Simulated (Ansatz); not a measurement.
Ti6Ge: from a guess to a relaxed structure

All numbers below come from DFT PBE, scalar-relativistic, plane waves, PAW (Ansatz). Cutoff 420 eV, Gaussian smearing, Γ-centred meshes. Cell and atoms relax first on a coarse mesh, the cell is then made exact in the group found at 0.06 to 0.08 Å, and last on a converged mesh; the steps can't lower the symmetry of their start. No spin polarisation.

The guess for Ti6Ge was made by a generator: random cell by space group and Wyckoff sites (P4/mmm, No. 123). The dimensions are guesses.

```
Ti Ge
1.0
     4.23374    0.00000    0.00000
     0.00000    4.23374    0.00000
     0.00000    0.00000    6.60988
Ti Ge
6 1
Direct
  0.00000 0.00000 0.50000
  0.00000 0.00000 0.00000
  0.00000 0.50000 0.81230
  0.50000 0.00000 0.81230
  0.00000 0.50000 0.18770
  0.50000 0.00000 0.18770
  0.50000 0.50000 0.50000
```

The zero of energy is the elements' standard structures at the same level; no fitted shifts are applied.

Task: What does it relax into?

Result: The symmetry stays P4/mmm (No. 123). The volume per atom grows by 3.3 %, from 16.9 to 17.5 Å³. The shortest distance goes from 2.45 Å (Ti–Ti) to 2.63 Å (Ti–Ti). Conventional cell: a = 4.278 Å, c = 6.689 Å. Around Ti on a site of symmetry 4/mmm lie 8 Ti at 2.81 Å, 4 Ge at 3.02 Å and 2 Ti at 3.34 Å; Ti on a second site of symmetry 4/mmm is surrounded by 8 Ti at 2.63 Å and 2 Ti at 3.34 Å; Ti on a site of symmetry 2mm is surrounded by 2 Ti at 2.63 Å, 2 Ge at 2.81 Å, 2 Ti at 2.81 Å and 5 Ti at 3.02–3.05 Å; Ge is surrounded by 8 Ti at 2.81 Å and 4 Ti at 3.02 Å.

```cif
data_structure
_symmetry_space_group_name_H-M 'P 1'
_symmetry_Int_Tables_number 1
_cell_length_a 4.2779
_cell_length_b 4.2779
_cell_length_c 6.6888
_cell_angle_alpha 90.000
_cell_angle_beta 90.000
_cell_angle_gamma 90.000
_cell_volume 122.41
loop_
_atom_site_label
_atom_site_type_symbol
_atom_site_fract_x
_atom_site_fract_y
_atom_site_fract_z
_atom_site_occupancy
Ti1 Ti 0.00000 0.00000 0.50000 1
Ti2 Ti 0.00000 0.00000 0.00000 1
Ti3 Ti 0.00000 0.50000 0.77185 1
Ti4 Ti 0.50000 0.00000 0.77185 1
Ti5 Ti 0.00000 0.50000 0.22815 1
Ti6 Ti 0.50000 0.00000 0.22815 1
Ge1 Ge 0.50000 0.50000 0.50000 1
```

Task: How does it come out in energy, and is it a metal?

Result:

| Item | Value |
| --- | --- |
| Energy over the elements | +0.09 eV/atom |
| Gap on the 8×8×6 mesh of the 7-atom cell | 0 eV (a metal) |

It can't be a ground state, since the elements alone are lower.

The last run used Gaussian smearing of 0.10 eV. Symmetry constrained the relaxation, so the result can be a saddle point. Another cell of the same search, in C2, lies 290 meV/atom lower, so this cell isn't the stable form at this level.
